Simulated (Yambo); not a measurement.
A BSE run in Yambo for CsLiSO5H4 (space group Cm, No. 8) (LDA bands; 4×4×4 mesh, 10 valence and 13 conduction bands, static screening with 84 bands and a 3 Ry block, scissor 2.81 eV, Tamm-Dancoff; field along x) gives:

```tsv
state	energy (eV)	states within 2 meV	relative strength	class
1	5.88	1	0.89	strong
2	5.99	1	< 0.01	dark
3	6.35	1	< 0.01	weak
4	6.38	1	< 0.01	dark
5	6.44	1	0.02	weak
```

Axes are Cartesian, with cell vectors (Å) (6.07, -2.87, 0.00), (6.07, 2.87, 0.00), (-1.57, 0.00, 4.55).

Problem. What changes when the light is polarised along y instead?

Solution. The energies stay; the strengths change. The first strong state is now at 5.99 eV instead of 5.88 eV.
```csv
state,energy (eV),states within 2 meV,relative strength,class
1,5.88,1,< 0.01,dark
2,5.99,1,0.59,strong
3,6.35,1,< 0.01,dark
4,6.38,1,1.00,strong
5,6.44,1,< 0.01,dark
```
Each run's strengths are scaled to its own strongest state. These are vertical excitations (zero momentum); the indirect quasiparticle gap, about 6.84 eV, is smaller than the direct one (7.57 eV on the GW mesh). The scissor comes from a G0W0 run whose convergence isn't established.

Geometry of the Materials Project entry, not relaxed at this level; primitive cell a = b = 6.710 Å, c = 4.812 Å, α = β = 107.13°, γ = 50.65°.
